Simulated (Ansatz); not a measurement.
The numbers come from plane-wave PAW DFT (Ansatz): r2SCAN, no spin polarisation, 500 eV, 8×8×8 Γ-centred k points, fermi-dirac occupations (width 0.021 eV). Nothing was relaxed.

Computed maps in the lattice plane spanned by a (left to right, 4.38 Å, 13 points from zero) and b (bottom to top, 4.38 Å, 13 points from zero), 90° apart, at height 0.000 along c. The fields are smooth PAW ones with compensation charges, not the true ones near nuclei.

Valence density. Digits on a logarithmic scale: 0 up to 0.03 e/Å³, each further digit a factor of 1.6, 9 from 1.3 e/Å³ up:
```
7897421124798
9986322223689
7764333333467
5433356653334
2223589985322
1123699996321
1123699996321
2223589985322
5433356653334
7764333333467
9986322223689
7897421124798
4797521125797
```

ELF. Ten even steps from '0' (0.00) to '9' (0.87):
```
0499510015994
9997100001799
9972002200279
6510157751015
1100589985001
1002797797200
1002797797200
1100589985001
6510157751015
9972002200279
9997100001799
0499510015994
0099611116990
```

Problem. The cell is Ba3Tl2Cl2F5. Which atoms lie within 0.2 Å of this plane, and where (fractions of a and b)?

Solution. Ba at (0.00, 0.00), F at (0.50, 0.50). The whole cell:
```
Tl Ba Cl F
1.0
     0.00000    4.37913    0.00000
     4.37913    0.00000    0.00000
     2.18956    2.18956  -12.76872
Tl Ba Cl F
2 3 2 5
Cartesian
  4.3791 4.3791 -10.6542
  2.1896 2.1896 -2.1145
  0.0000 0.0000 0.0000
  2.1896 2.1896 -8.5729
  4.3791 4.3791 -4.1958
  4.3791 4.3791 -7.4186
  2.1896 2.1896 -5.3501
  2.1896 2.1896 0.0000
  2.1896 4.3791 -10.4525
  4.3791 2.1896 -10.4525
  4.3791 2.1896 -2.3162
  2.1896 4.3791 -2.3162
```

Origin: a known structure type with other elements, at an estimated volume, so it need not be a known compound. Caveats: many states at the Fermi level without spin polarisation, so a magnetic state may lie lower; atoms or cell far from equilibrium.
